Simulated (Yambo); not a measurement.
Yambo run on SrAlSiH (space group P3m1, No. 156) under isotropic strain of -1.5 % on all lattice vectors. The wavefunctions come from this Quantum ESPRESSO step (PBEsol, PseudoDojo standard norm-conserving files, scalar-relativistic):

```
&CONTROL
  calculation = 'nscf'
  pseudo_dir = './pseudo'
  outdir = './out'
/
&SYSTEM
  ibrav = 0
  nat = 4
  ntyp = 4
  ecutwfc = 72.0
  ecutrho = 288.0
  occupations = 'fixed'
  force_symmorphic = .true.
  nbnd = 137
/
&ELECTRONS
  conv_thr = 4e-09
  diago_full_acc = .true.
  diago_thr_init = 1e-08
/
ATOMIC_SPECIES
H 1.0080 H.upf
Al 26.9815 Al.upf
Si 28.0850 Si.upf
Sr 87.6200 Sr.upf
CELL_PARAMETERS angstrom
  4.143821949160   0.000000000000   0.000000000000
 -2.071910974580   3.588655076732   0.000000000000
  0.000000000000   0.000000000000   4.713842776851
ATOMIC_POSITIONS crystal
H   0.666666667000   0.333333333000   0.093664501800
Al   0.666666667000   0.333333333000   0.466945672200
Si   0.333333333667   0.666666666333   0.555132948200
Sr   0.000000000333   0.000000000000   0.007256877800
K_POINTS automatic
3 3 2 0 0 0
```

Yambo input:

```
rim_cut
gw0
dyson
el_el_corr
HF_and_locXC
ppa
em1d
RandQpts= 1000000
RandGvec= 1 Ry
EXXRLvcs= 72 Ry
VXCRLvcs= 288 Ry
Chimod= "HARTREE"
% BndsRnXp
 1 | 136 |
%
NGsBlkXp= 8 Ry
% LongDrXp
 1.0 | 1.0 | 1.0 |
%
PPAPntXp= 27.2114 eV
% GbndRnge
 1 | 136 |
%
GTermKind= "BG"
DysSolver= "n"
ExtendOut
% QPkrange
 1 | 1 | 9 | 10 |
 2 | 2 | 9 | 10 |
 5 | 5 | 9 | 10 |
%
```

k points by index: 1 = Γ, 2 = A, 5 = K.

The o-*.qp file then holds:

```
#    K-point    Band    Eo [eV]    E [eV]    E-Eo [eV]    Vxc [eV]    Vnlxc [eV]    Sc|Eo [eV]    Sc|E [eV]    dSc/dw|Eo [eV]    Re(Z)    Im(Z)
#
    1    9    -0.961938    -1.584411    -0.622473    -10.33517    -12.03129    0.891168    1.073649    -7.975970    0.773325    -0.001627
    1    10    1.435605    1.377926    -0.057679    -9.334113    -5.204323    -4.203496    -4.187468    -7.578938    0.782151    -0.001595
    2    9    0.000000    -0.589717    -0.589717    -10.54543    -11.93454    0.628286    0.799391    -7.894291    0.775124    -0.001614
    2    10    1.483584    1.591765    0.108181    -9.838186    -5.572516    -4.128063    -4.157490    -7.392688    0.786361    -0.001570
    5    9    -0.886738    -1.380893    -0.494154    -9.903969    -11.14238    0.599649    0.744259    -7.961887    0.773635    -0.001661
    5    10    0.719690    0.724596    0.004906    -9.585005    -5.917574    -3.661175    -3.662525    -7.318966    0.788039    -0.001564
```
(The two width columns are left out.) Convergence of these settings isn't established.

Geometry strained from the cell relaxed with PBEsol, atoms relaxed again.

The structure is a Materials Project entry; no match was found in the copy of COD used, and its stability was not checked.
